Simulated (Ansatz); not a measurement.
YGe2Ru2 in space group I4/mmm (No. 139; Y on 2a, Ge on 4e, Ru on 4d), r²SCAN in the plane-wave PAW code Ansatz, all energies at zero smearing, with the estimated change up to a 700 eV cutoff added, with one set of potentials and settings (totals compare only within such a set). Cell of 5 atoms (1 Y, 2 Ge, 2 Ru): -24250.620 eV.

```json
[
 {"element": "Y", "reference phase": "P6_3/mmc, 2 atoms in the cell", "E (eV/atom)": "-3859.7274"},
 {"element": "Ge", "reference phase": "Fd-3m, 2 atoms in the cell", "E (eV/atom)": "-4302.9121"},
 {"element": "Ru", "reference phase": "P6_3/mmc, 2 atoms in the cell", "E (eV/atom)": "-5890.7404"}
]
```

Formation energy per atom, worked out: (-24250.620 − 1×(-3859.7274) − 2×(-4302.9121) − 2×(-5890.7404))/5 = -0.717 eV/atom (-69 kJ per mol of atoms), at 0 K, without zero-point energy or fitted corrections.

The workflow started from a Materials Project entry (that database holds measured and hypothetical structures alike); the Crystallography Open Database files this formula in space group No. 139, but the cells were not matched. Its standing as an ambient phase is unchecked. The cell was relaxed with r²SCAN under the symmetry of its start; whether a distortion lowers the energy is not shown. The run is not spin-polarised. The references are the lowest solids computed at this level, not always the standard phases.

Potentials: the earlier of the program's two PAW sets.
